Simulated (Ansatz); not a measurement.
Structure: a 6-atom cell of TiO2 built on the anatase structure (relaxed group I4_1/amd), at its r2SCAN minimum. It is tetragonal, I4_1/amd (No. 141); conventional cell a = 3.778 Å, c = 9.583 Å, 11.40 Å³ an atom. Around Ti lie 6 O at 1.93–1.99 Å and 4 Ti at 3.05 Å; around O lie 3 Ti at 1.93–1.99 Å.

```cif
data_structure
_symmetry_space_group_name_H-M 'I4_1/amd:1'
_symmetry_Int_Tables_number 141
_cell_length_a 3.7778
_cell_length_b 3.7778
_cell_length_c 9.5835
_cell_angle_alpha 90.000
_cell_angle_beta 90.000
_cell_angle_gamma 90.000
_cell_volume 136.77
loop_
_atom_site_label
_atom_site_type_symbol
_atom_site_symmetry_multiplicity
_atom_site_Wyckoff_symbol
_atom_site_fract_x
_atom_site_fract_y
_atom_site_fract_z
_atom_site_occupancy
Ti1 Ti 4 a 0.00000 0.00000 0.00000 1
O1 O 8 e 0.00000 0.50000 0.45729 1
```

3 runs of Ansatz 0.2.0 on this cell differ in the functional (and in the settings that go with it). Levels are in eV from each run's valence top; v1 is the last filled band, c1 the first empty one.

Run A, mean stress +4.7 GPa (compression positive):
```tsv
point	v5	v3	v1	c1	c2	c3
Γ	-0.78	-0.77	-0.46	2.15	2.86	4.05
X	-2.64	-2.04	-0.05	3.34	3.34	3.82
P	-2.95	-1.59	-0.25	3.57	3.57	3.60
N	-1.95	-0.94	-0.64	3.27	3.57	3.60
```

Run B, mean stress -2.7 GPa (compression positive):
```tsv
point	v5	v3	v1	c1	c2	c3
Γ	-0.86	-0.82	-0.48	4.38	5.24	6.52
X	-2.92	-2.22	-0.06	5.76	5.76	6.26
P	-3.27	-1.74	-0.25	6.00	6.00	6.02
N	-2.17	-1.02	-0.72	5.68	5.98	6.02
```

Run C, mean stress 0.0 GPa (compression positive):
```tsv
point	v5	v3	v1	c1	c2	c3
Γ	-0.82	-0.79	-0.48	2.53	3.24	4.44
X	-2.71	-2.08	-0.05	3.71	3.71	4.18
P	-3.04	-1.62	-0.24	3.93	3.93	3.97
N	-2.00	-0.97	-0.68	3.65	3.94	3.98
```

**Question.** Match the runs to PBE, r2SCAN, PBE0.

**Answer.** A is PBE, B is PBE0, C is r2SCAN. In order of the gap: PBE 2.15, r2SCAN 2.53, PBE0 4.38 eV. The stress vanishes for r2SCAN, which relaxed the cell.

Calculated for a static, non-magnetic cell.

The stress of a hybrid is loosely converged in these runs.
